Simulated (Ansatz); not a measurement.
## Im-3m: 3 crystals compared

All 3 crystals share space group Im-3m (No. 229) and the same kinds of sites, 1 atom in the primitive cell. They are database entries and needn't be the stable phases. The set is a selection: crystals with unstable modes on a coarse mesh or in a metal were left out. Cells are relaxed by PAW under the functional.

Quantity: harmonic phonons by finite displacements (negative means unstable), on a 4×4×4 q mesh. Level: PBEsol, PAW on Ansatz 0.2.0's default frozen-core files (fitted under PBE), scalar-relativistic.

```tsv
crystal	cell (conventional)	k mesh	smearing (eV)
Cr	a = 2.815 Å	24×24×24	0.05
Ta	a = 3.282 Å	20×20×20	0.08
W	a = 3.154 Å	20×20×20	0.10
```

Question: Rank them by lowest at P, lowest first.
A. Cr
B. W
C. Ta

Answer: C (128 cm⁻¹), B (181 cm⁻¹), A (304 cm⁻¹).

All values:

```tsv
crystal	highest mode (cm⁻¹)	lowest at N (cm⁻¹)	lowest at P (cm⁻¹)	lowest at H (cm⁻¹)	Grüneisen γ (heat-capacity mean at 300 K)
Cr	356	195	304	251	1.57
Ta	168	92.6	128	168	1.77
W	224	137	181	182	1.69
```

Known limits: frozen-core PAW files fitted under PBE, their cores solved anew for the functional of the run; no spin polarisation, a magnetic state may lie lower (Cr); responses of metals move with mesh and smearing; no spin-orbit coupling on heavy atoms (Ta, W).
